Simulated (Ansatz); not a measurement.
Total density of states per atom from the program Ansatz at the PBEsol level (PAW), in 0.25 eV bins, energy from the Fermi level:

```csv
E (eV),states/eV/atom
-7.85,0.04
-7.60,0.07
-7.35,0.09
-7.10,0.11
-6.85,0.15
-6.60,0.45
-6.35,1.83
-6.10,3.22
-5.85,2.78
-5.60,2.02
-5.35,2.39
-5.10,2.40
-4.85,2.81
-4.60,4.09
-4.35,2.41
-4.10,2.61
-3.85,3.03
-3.60,2.57
-3.35,2.45
-3.10,3.45
-2.85,2.45
-2.60,0.23
-2.35,0.22
-2.10,0.22
-1.85,0.22
-1.60,0.22
-1.35,0.23
-1.10,0.23
-0.85,0.24
-0.60,0.26
-0.35,0.26
-0.10,0.26
0.15,0.27
0.40,0.26
0.65,0.26
0.90,0.26
1.15,0.26
1.40,0.26
1.65,0.26
1.90,0.25
2.15,0.24
2.40,0.23
2.65,0.22
2.90,0.20
3.15,0.19
3.40,0.17
3.65,0.17
3.90,0.33
4.15,0.34
4.40,0.33
4.65,0.31
```

### Question
Which of these materials gives this?
(A) Sn, β-Sn type
(B) Pb, fcc (Cu type)
(C) Zn, hcp (Mg type)
(D) Ag, fcc (Cu type)

### Answer
D, Ag, fcc (Cu type). Within 0.5 eV of the Fermi level: Ag 5s 53 %, Ag 4d 19 %, outside the projected shells 29 %. Projections are on Löwdin-orthogonalised atomic valence shells; empty p or d shells of many metals are not among them.

Space group Fm-3m (fcc (Cu type)). Symmetry was held in the PBEsol relaxation. The run is not spin-polarised. Scalar-relativistic: spin–orbit coupling is off unless named, which matters more the heavier the elements.

Potentials: the later of the program's two PAW sets.
